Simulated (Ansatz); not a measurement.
SiC:
```cif
data_C3Si3
_chemical_formula_sum 'Si3 C3'
_space_group_name_H-M_alt 'P6222'
_space_group_IT_number 180
_space_group_name_Hall 'P 62 2 (0 0 4)'
_cell_length_a 3.08493
_cell_length_b 3.08493
_cell_length_c 7.06170
_cell_angle_alpha 90.000
_cell_angle_beta 90.000
_cell_angle_gamma 120.000
loop_
_atom_site_label
_atom_site_type_symbol
_atom_site_symmetry_multiplicity
_atom_site_Wyckoff_symbol
_atom_site_fract_x
_atom_site_fract_y
_atom_site_fract_z
_atom_site_occupancy
Si1 Si 3 d 0.50000 0.00000 0.50000 1
C1 C 3 c 0.50000 0.00000 0.00000 1
```

Relaxed with PBE.

**Question.** Decompose the optical modes at the zone centre into irreducible representations, and say which are infrared and Raman allowed.

**Answer.** Point group 622: Γ_opt = A2 + 2B1 + 2B2 + 3E1 + 2E2. Infrared: A2, E1. Raman: E1, E2.

**Question.** Assign frequencies (DFPT, DFT-PBE in the program Ansatz with PAW potentials; without the LO–TO term).

**Answer.** E1 241, B1 247, B2 271, B1 466, E2 538, E1 570, A2 684, E1 721, B2 802, E2 823 cm⁻¹.

Subscripts of B labels follow the axes of the standard setting.

Space group P6_222. A made-up cell: these elements were put on the sites of a structure type; neither database checked (COD, Materials Project) lists it. It is not the phase usual at ambient conditions (space group No. 186, 216). The PBE relaxation kept the symmetry of its start; phonons on a q-mesh show no instability.

Potentials: the later of the program's two PAW sets.
